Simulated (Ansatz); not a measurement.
MgB2:
Space group P6/mmm (No. 191); a = b = 3.065 Å, c = 3.523 Å, α = β = 90.00°, γ = 120.00°

```
atom  site  symmetry       x       y       z
----  ----  --------  ------  ------  ------
Mg      1a     6/mmm  0.0000  0.0000  0.0000
B       2d      -6m2  0.3333  0.6667  0.5000
```

Relaxed at zero pressure with the program Ansatz at the r²SCAN level (PAW).

### Question
The volume is raised by 9 % and shape and atoms relax at that volume. What pressure results, and how do the axes share the change?

### Answer
-11.0 GPa; a 2.4 %, b 2.4 %, c 4.0 %; the energy rises by 32 meV/atom.

### Question
Give the new structure.

### Answer

Space group P6/mmm (No. 191); a = b = 3.138 Å, c = 3.663 Å, α = β = 90.00°, γ = 120.00°

```csv
atom,site,symmetry,x,y,z
Mg,1a,6/mmm,0.0000,0.0000,0.0000
B,2d,-6m2,0.3333,0.6667,0.5000
```

The phase is kept; no other phase was compared at this pressure.

Symmetry was held in the r²SCAN relaxation; of distortions, only those at the zone centre were tested.

Potentials: the later of the program's two PAW sets.
